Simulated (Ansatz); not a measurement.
Given:

Starting cell, GaN (wurtzite):

```
GaN
1.0
    3.21838     0.00000     0.00000
   -1.60919     2.78720     0.00000
    0.00000     0.00000     5.24320
Ga N
2 2
Direct
  0.66667   0.33333   0.00096
  0.33333   0.66667   0.50096
  0.66667   0.33333   0.62424
  0.33333   0.66667   0.12424
```

Scan: atom 2 (Ga, nearest neighbour N at 1.967 Å; its periodic images, 3.2 Å or more away, move with it) is displaced along Cartesian x, direction (1.000, 0.000, 0.000) in Cartesian axes, by s. The other atoms stay.

These are PBE (plane waves to 420 eV, PAW, scalar-relativistic; Ansatz, a first-principles code) values and carry that method's errors. k mesh 10×10×5 (Γ-centred), Fermi-Dirac smearing 0.05 eV. E stands for the smeared free energy. GaN was relaxed with its symmetry unable to fall. The zero of ΔE is the undisplaced structure.

The scan covers s from -0.200 to 0.200 Å in 11 points.

Question: Is this a single well or a double well?

Answer: A single well with its minimum at or next to zero displacement.

Question: Is the energy the same for equal positive and negative displacements?

Answer: Even: the same for both signs. With its periodic images moving along, the atom's site symmetry in this cell is 3m..

Question: What is the force constant k = d²E/ds² of this move at s = 0?

Answer: 12.2 eV/Å².

(A displaced cell: forces are minus the slopes of the energy, force constants its curvatures, and phonons follow from these.)
